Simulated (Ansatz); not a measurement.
**Stress against strain in CuPd**

```
CELL_PARAMETERS angstrom
2.98800 0.00000 0.00000
0.00000 2.98800 0.00000
0.00000 0.00000 2.98800
ATOMIC_POSITIONS crystal
Cu 0.00000 0.00000 0.00000
Pd 0.50000 0.50000 0.50000
```

Atom numbers follow the list: Cu1, Pd2.

The geometry is COD entry 9008813, unchecked; take it as a test cell.

Spin polarisation is left out, and whether a magnetic state lies lower isn't shown here.

Computed with DFT, PBEsol, all-electron LAPW, scalar-relativistic (Ansatz 0.2.0).

The runs use a Γ-centred 14×14×14 k mesh, Fermi–Dirac smearing of 0.05 eV, basis error target 0.25 meV/atom, no spin polarisation.

The strain is applied along the Cartesian axes of the cell as listed (the other components stay zero). Fractional coordinates are held (clamped ions).

σ is the change of stress from the unstrained cell, which is at -4.60 GPa; tension is positive, so slopes are stress–strain coefficients at that pressure. In a metal the k mesh adds noise.

Only quantities that a quadratic follows smoothly over the whole series are listed; rougher ones are left out.

```tsv
εzz	σzz (GPa)	σxx (GPa)
-0.0200	-3.95	-3.19
0.0000	0.00	0.00
0.0100	1.74	1.45
0.0200	3.34	2.82
```

(1) Fit the series and read off the stiffness at zero strain.

(2) One run, at εzz = -0.0100, is withheld. Predict its row.

## Answers

(1) Least-squares fits y = p0 + p1 x + p2 x² to the rows give σzz (GPa): p1 = 182, p2 = -760; σxx (GPa): p1 = 150, p2 = -460. So C11 = 182 GPa and C12 = 150 GPa, which gives B = (C11 + 2 C12)/3 = 161 GPa.

(2) The fits give -1.90, -1.55; the run gave -1.89, -1.54.
